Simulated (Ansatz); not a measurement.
Al$_{2}$Ru in space group Fddd (No. 70; Al on 16f, Ru on 8b), the program Ansatz at the PBE level (PAW), all energies at zero smearing, with the estimated change up to a 700 eV cutoff added, with one set of potentials and settings (totals compare only within such a set). Cell of 6 atoms (4 Al, 2 Ru): -13911.555 eV.

```json
[
 {"element": "Al", "reference phase": "Fm-3m, 1 atoms in the cell", "E (eV/atom)": "-537.5049"},
 {"element": "Ru", "reference phase": "P6_3/mmc, 2 atoms in the cell", "E (eV/atom)": "-5878.6876"}
]
```

Formation energy per atom, worked out: (-13911.555 − 4×(-537.5049) − 2×(-5878.6876))/6 = -0.693 eV/atom (-67 kJ per mol of atoms), at 0 K, without zero-point energy or fitted corrections.

The workflow started from a Materials Project entry (that database holds measured and hypothetical structures alike); the Crystallography Open Database copy checked does not list it. With Al and Ru taken as one species the cell has the higher symmetry Fddd, so it may be an ordered model of a mixed-site phase. Whether it is the stable phase at ambient conditions was not checked. The cell was relaxed with PBE under the symmetry of its start; whether a distortion lowers the energy is not shown. The run is not spin-polarised. The references are the lowest solids computed at this level, not always the standard phases.

Potentials: the later of the program's two PAW sets.
